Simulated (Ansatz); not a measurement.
**Au (fcc, Cu type): energy over volume and axial ratio**

Au (fcc, Cu type), conventional cell a = b = c = 4.124 Å, α = β = γ = 90.00°. The calculation uses the primitive cell of 1 atom, to which meshes and values per cell refer.

Grid over V/V₀ and (c/a)/(c/a)₀, subscript 0 meaning the relaxed cell; the conventional c axis lies along z; no internal relaxation.

Calculation: r2SCAN (plane waves to 500 eV, PAW, scalar-relativistic; Ansatz, a quantum-chemistry and plane-wave program). k mesh 19×19×19 (Γ-centred), Fermi-Dirac smearing 0.05 eV. E stands for the smeared free energy. Stress and pressure are positive under compression. With partly filled bands, the response to shear is sensitive to the k mesh, so small differences along c/a are uncertain. Au was relaxed with its symmetry unable to fall. Spin-orbit coupling is left out, though Au is heavy. The zero of ΔE is the relaxed starting cell.

ΔE (meV/atom), with V/V₀ across and (c/a)/(c/a)₀ down:

```csv
(c/a)/(c/a)₀ \ V/V₀,0.920,0.960,1.000,1.040,1.080
0.880,73,21,4,15,46
0.940,66,15,0,12,44
1.000,64,15,0,12,45
1.060,70,19,3,14,46
1.120,89,34,15,23,53
```

σzz (GPa), with V/V₀ across and (c/a)/(c/a)₀ down:

| (c/a)/(c/a)₀ \ V/V₀ | 0.920 | 0.960 | 1.000 | 1.040 | 1.080 |
|---|---|---|---|---|---|
| 0.880 | 18.3 | 8.6 | 1.3 | -4.3 | -8.6 |
| 0.940 | 17.2 | 7.6 | 0.3 | -5.3 | -9.4 |
| 1.000 | 16.2 | 7.0 | 0.0 | -5.3 | -9.3 |
| 1.060 | 14.6 | 5.8 | -0.9 | -6.0 | -9.7 |
| 1.120 | 12.7 | 4.4 | -2.0 | -6.8 | -10.3 |

Derived quantities:

| Property | Value |
|---|---|
| Lowest place on the grid | V/V₀ = 1.000, (c/a)/(c/a)₀ = 0.940 (0 meV/atom) |
| Highest place on the grid | V/V₀ = 0.920, (c/a)/(c/a)₀ = 1.120 (89 meV/atom) |

(A scan under strain: stresses follow from slopes of the energy per volume, elastic moduli from its curvatures.)
